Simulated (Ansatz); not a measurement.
CrO$_{2}$ (rutile)

```xyz
6
Lattice="4.3924 0.0000 0.0000 0.0000 4.3924 0.0000 0.0000 0.0000 2.8875" Properties=species:S:1:pos:R:3 pbc="T T T"
Cr     0.0000     0.0000     0.0000
Cr     2.1962     2.1962     1.4438
O      1.3322     1.3322     0.0000
O      3.5284     0.8640     1.4438
O      0.8640     3.5284     1.4438
O      3.0602     3.0602     0.0000
```

E(V) scan at fixed shape, V₀ the volume above. The atoms relax within the cell's symmetry.

Calculation: PBEsol (plane waves to 420 eV, PAW, scalar-relativistic; Ansatz, a first-principles code). k mesh 11×11×16 (Γ-centred), Fermi-Dirac smearing 0.05 eV. The energy includes the smearing's −TS. Compression counts positive. With the shape held, the modulus is that of even scaling; a crystal free to change shape is softer. CrO2 is run spin-polarised and with no Hubbard U. CrO2 was relaxed with its symmetry unable to fall. Relaxed CrO2 ends ferromagnetic. Other magnetic orders were not checked, so this need not be the ground state. ΔE is measured from the relaxed starting cell. The last digit holds for this mesh only.

| V (Å³/atom) | ΔE (meV/atom) |
|---|---|
| 8.357 | 91.9 |
| 8.511 | withheld |
| 8.666 | 38.2 |
| 8.821 | 20.8 |
| 8.976 | 8.9 |
| 9.130 | 2.2 |
| 9.285 | 0.0 |
| 9.440 | 2.0 |
| 9.594 | 7.9 |
| 9.749 | 17.2 |
| 9.904 | 29.7 |
| 10.059 | 45.0 |
| 10.214 | 62.8 |

Q: Fit a third-order Birch-Murnaghan form (E₀, V₀, B₀, B₀′ free) to the given rows and predict ΔE at V = 8.511.

A: Least squares on the 12 given rows: ΔE = E₀ + (9V₀B₀/16)·y²·[2 + (B₀′ − 4)y], y = (V₀/V)^(2/3) − 1, with V₀ = 9.285 Å³/atom, B₀ = 259.7 GPa (160.2 GPa = 1 eV/Å³; the term in eV is multiplied by 1000), B₀′ = 4.73, E₀ = 0.04 meV/atom; root-mean-square residual 0.05 meV/atom. At 8.511 the fit gives 61.8 meV/atom; the calculation gives 61.7 meV/atom, so the interpolation is off by 0.1 (+0.2 %). For the pressure the fit gives 27.8 GPa against the computed 27.7 GPa.

(Under strain, the slope of the energy per volume gives the stress and its curvature an elastic modulus.)
